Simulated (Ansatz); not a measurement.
CaGaN:
```yaml
crystal:
  lattice:
    - [3.52898, 0.00000, 0.00000]
    - [0.00000, 3.52898, 0.00000]
    - [0.00000, 0.00000, 7.47720]
  atoms:
    - { symbol: Ga, position: [0.00000, 0.50000, 0.08228] }
    - { symbol: Ga, position: [0.50000, 0.00000, 0.91772] }
    - { symbol: Ca, position: [0.00000, 0.50000, 0.64874] }
    - { symbol: Ca, position: [0.50000, 0.00000, 0.35126] }
    - { symbol: N, position: [0.00000, 0.50000, 0.32915] }
    - { symbol: N, position: [0.50000, 0.00000, 0.67085] }
```

Relaxed with PBEsol. Special points in fractions of this cell's reciprocal vectors: Γ (0.000, 0.000, 0.000); X (0.000, 0.500, 0.000); M (0.500, 0.500, 0.000); Z (0.000, 0.000, 0.500); R (0.000, 0.500, 0.500); A (0.500, 0.500, 0.500).

Q: List the band energies nearest the Fermi level at these points for plane-wave PAW PBEsol with spin–orbit coupling (Ansatz code).

A: In eV from the Fermi level; about four levels below and three above (degenerate sets whole), none deeper than 8.9 eV; points with the same levels are listed once.

| k | below | above |
|---|---|---|
| Γ | -0.60 -0.60 -0.57 -0.57 | 2.20 2.20 2.34 2.34 |
| X | -1.60 -1.60 -1.60 -1.60 | 3.85 3.85 3.85 3.85 |
| M | -0.74 -0.74 -0.74 -0.74 | 3.83 3.83 3.83 3.83 |
| Z | -0.67 -0.67 -0.64 -0.64 | 1.38 1.38 2.28 2.28 |
| R | -1.60 -1.60 -1.60 -1.60 | 3.34 3.34 3.34 3.34 |
| A | -0.65 -0.65 -0.65 -0.65 | 0.07 0.07 0.07 0.07 |

Space group P4/nmm. The workflow started from an entry of the Crystallography Open Database (COD). Whether it is the stable phase at ambient conditions was not checked. The cell was relaxed with PBEsol under the symmetry of its start; whether a distortion lowers the energy is not shown.

Potentials: the later of the program's two PAW sets.
